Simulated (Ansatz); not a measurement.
KCr3O8 in space group C2/m (No. 12; Pearson symbol mS24), r²SCAN (plane waves, PAW; program Ansatz), all energies at zero smearing, with the estimated change up to a 700 eV cutoff added, with one set of potentials and settings (totals compare only within such a set). Cell of 12 atoms (1 K, 3 Cr, 8 O): -16243.263 eV.

| element | reference phase | E (eV/atom) |
|---|---|---|
| K | Im-3m, 1 atoms in the cell | -1542.4813 |
| Cr | Im-3m, 2 atoms in the cell, spin-polarised | -3382.7158 |
| O | C2/m, 4 atoms in the cell, spin-polarised | -566.0281 |

Formation energy per atom, worked out: (-16243.263 − 1×(-1542.4813) − 3×(-3382.7158) − 8×(-566.0281))/12 = -2.034 eV/atom (-196 kJ per mol of atoms), at 0 K, without zero-point energy or fitted corrections.

The workflow started from a Materials Project entry (that database holds measured and hypothetical structures alike); the Crystallography Open Database files this formula in space group No. 12, but the cells were not matched. Its standing as an ambient phase is unchecked. Symmetry was held in the r²SCAN relaxation; its stability against distortions is not shown here. The final state is ferromagnetic, chosen from 2 collinear starts compared on coarse meshes (ties went to the first, and starts can fall back to one state), not a proven ground state. Other orbital occupations within this spin state were not tried. No Hubbard U is applied. The references are the lowest solids computed at this level, not always the standard phases (solids in place of the gases).

Potentials: the later of the program's two PAW sets.
